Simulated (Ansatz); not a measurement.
BeS:
Space group F-43m (No. 216); a = b = c = 4.869 Å, α = β = γ = 90.00°

| atom | site | symmetry | x | y | z |
|---|---|---|---|---|---|
| S | 4c | -43m | 0.2500 | 0.2500 | 0.2500 |
| Be | 4a | -43m | 0.0000 | 0.0000 | 0.0000 |
(The calculation used a cell of 2 atoms; values per cell refer to that cell.)

Relaxed with r²SCAN. DFT-r²SCAN in the program Ansatz with PAW potentials gives a gap of 3.59 eV.

Question: What gap does HSE06 give on the same cell (Ansatz, PAW)?

Answer: 4.08 eV, 0.50 eV more. The hybrid was solved on a coarser mesh and at special points; its gap is the smallest among all of these.

```
k  v1 r²SCAN  c1 r²SCAN    v1 HSE06    c1 HSE06
-  ---------  ---------  ----------  ----------
Γ       0.00       6.23  (withheld)  (withheld)
X      -2.68       3.59       -2.84        4.08
L      -1.04       6.03  (withheld)  (withheld)
W      -3.36       6.94  (withheld)  (withheld)
K      -2.22       4.85  (withheld)  (withheld)
```

Question: Top valence (v1) and lowest conduction level (c1) in eV from each method's valence maximum (which need not be a listed point): supply the withheld HSE06 values.

Answer: 
- K, v1 HSE06: -2.35
- K, c1 HSE06: 5.39
- L, v1 HSE06: -1.11
- L, c1 HSE06: 6.57
- Γ, v1 HSE06: 0.00
- Γ, c1 HSE06: 6.87
- W, v1 HSE06: -3.54
- W, c1 HSE06: 7.55

Cost on shared cores: the r²SCAN run (SCF on a 10×10×10 mesh, then bands and DOS) very roughly 17 core-seconds, the HSE06 run (SCF on 7×7×7, then a few points) roughly 70 core-seconds; the tasks are unlike.

The r²SCAN relaxation kept the symmetry of its start; phonons on a q-mesh show no instability.

Potentials: the later of the program's two PAW sets.
